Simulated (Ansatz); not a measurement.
A geometry of CsPbBr3 away from equilibrium: the start of the relaxation of a generated trial cell of CsPbBr3 in the AFLOW prototype A3BC_tP5_99_bc_a_b (as in ZrPbO3). Method: PBE (plane waves to 420 eV, PAW, scalar-relativistic; Ansatz, a quantum-chemistry and plane-wave program). Γ-centred k-mesh 4×4×4 on the run's cell (coarser than for final values), Fermi–Dirac smearing 0.05 eV.

```xyz
5
Lattice="5.9900 0.0000 0.0000 0.0000 5.9900 0.0000 0.0000 0.0000 6.1283" Properties=species:S:1:pos:R:3:forces:R:3 pbc="T T T" free_energy=-25930.784 pressure_GPa=3.7
Cs     2.9950     2.9950     2.7681    0.0000    0.0000   -2.2998
Pb     0.0000     0.0000     0.0000    0.0000    0.0000    1.3249
Br     2.9950     2.9950     5.4989    0.0000    0.0000    3.0916
Br     2.9950     0.0000     2.3196    0.0000    0.0000   -1.0584
Br     0.0000     2.9950     2.3196    0.0000    0.0000   -1.0584
```

Positions in Å, forces in eV/Å, free energy of the cell in eV (comparable only within this code, potentials and settings). Largest force: 3.09 eV/Å, on Br3 (atoms numbered as listed); the geometry lies 0.80 eV/atom above the end of its relaxation.

No spin polarisation in the result.

The run could not lose the symmetry of its start, so the end can be a saddle point.

The end of the path is a generated cell of CsPbBr3: the first start was made by placing the elements on the sites of a structure type, and the end was not matched to a known phase here, so it may be hypothetical. Known forms of CsPbBr3 include space group No. 62, 221.
